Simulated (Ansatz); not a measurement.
**Phonons of La₃InN in the antiperovskite structure**

Method: PBEsol, scalar-relativistic; no spin polarisation; PAW, 420 eV, Gaussian smearing of 0.15 eV; code Ansatz; PAW files: Ansatz's generated set soft_2.

```yaml
crystal:
  lattice:
    - [5.06507, 0.00000, 0.00000]
    - [0.00000, 5.06507, 0.00000]
    - [0.00000, 0.00000, 5.06507]
  atoms:
    - { symbol: La, position: [0.00000, 0.50000, 0.50000] }
    - { symbol: La, position: [0.50000, 0.00000, 0.50000] }
    - { symbol: La, position: [0.50000, 0.50000, 0.00000] }
    - { symbol: In, position: [0.00000, 0.00000, 0.00000] }
    - { symbol: N, position: [0.50000, 0.50000, 0.50000] }
```

The start was a prototype's sites filled with these elements; the Crystallography Open Database holds the compound in this structure.

Force constants come from finite displacements in a 2×2×2 supercell (the unit cell's 8×8×8 k-mesh, folded to it); the long-range dipole term is not included. Points in reciprocal vectors of this cell: Γ = (0.000, 0.000, 0.000), X = (0.000, 0.500, 0.000), M = (0.500, 0.500, 0.000), R = (0.500, 0.500, 0.500).

Task: Is the structure dynamically stable along this path, and where does the spectrum end?

Result: Yes: no branch is imaginary beyond numerical noise. The highest frequency is 367 cm⁻¹, at X. Points that don't fit the supercell are interpolated.

Frequencies at the named points (cm⁻¹, imaginary ones negative):
| point | ω (cm⁻¹) |
| --- | --- |
| Γ | 0 0 0 79 79 79 87 87 87 136 136 136 313 313 313 |
| X | 63 63 65 65 73 91 93 103 103 122 123 123 274 274 367 |
| M | 43 73 73 82 82 91 92 98 98 102 108 154 251 353 353 |
| R | 38 38 38 81 81 81 96 96 110 110 110 187 342 342 342 |

Task: What does the harmonic approximation give for the vibrational free energy, entropy and heat capacity?

Result: Zero-point energy 25.2 meV/atom.
```json
{"T (K)": "100", "F_vib (meV/atom)": "17.5", "S (J/K per mole of atoms)": "17.6", "C_V (J/K per mole of atoms)": "18.4"}
{"T (K)": "200", "F_vib (meV/atom)": "-8.7", "S (J/K per mole of atoms)": "31.9", "C_V (J/K per mole of atoms)": "22.5"}
{"T (K)": "300", "F_vib (meV/atom)": "-47.0", "S (J/K per mole of atoms)": "41.3", "C_V (J/K per mole of atoms)": "23.7"}
{"T (K)": "400", "F_vib (meV/atom)": "-93.5", "S (J/K per mole of atoms)": "48.2", "C_V (J/K per mole of atoms)": "24.2"}
{"T (K)": "500", "F_vib (meV/atom)": "-146.4", "S (J/K per mole of atoms)": "53.7", "C_V (J/K per mole of atoms)": "24.5"}
{"T (K)": "600", "F_vib (meV/atom)": "-204.4", "S (J/K per mole of atoms)": "58.1", "C_V (J/K per mole of atoms)": "24.6"}
{"T (K)": "700", "F_vib (meV/atom)": "-266.7", "S (J/K per mole of atoms)": "61.9", "C_V (J/K per mole of atoms)": "24.7"}
{"T (K)": "800", "F_vib (meV/atom)": "-332.6", "S (J/K per mole of atoms)": "65.2", "C_V (J/K per mole of atoms)": "24.8"}
{"T (K)": "900", "F_vib (meV/atom)": "-401.8", "S (J/K per mole of atoms)": "68.2", "C_V (J/K per mole of atoms)": "24.8"}
{"T (K)": "1000", "F_vib (meV/atom)": "-473.8", "S (J/K per mole of atoms)": "70.8", "C_V (J/K per mole of atoms)": "24.8"}
```

The highest mode, 367 cm⁻¹, is worth 530 K. At 300 K the heat capacity has reached 95 % of the classical limit 3R = 24.9 J/K per mole of atoms: a mode at k_BT already holds 92 % of its classical share, and one at 1.5 k_BT 83 %.

The crystal is a metal or nearly so; low and unstable modes depend on mesh and smearing.

Run time: 10 min on 4 threads of Arm Neoverse V1, on a shared host, peak memory 6.8 GiB.

Spin–orbit coupling, which matters for such heavy elements, is left out.
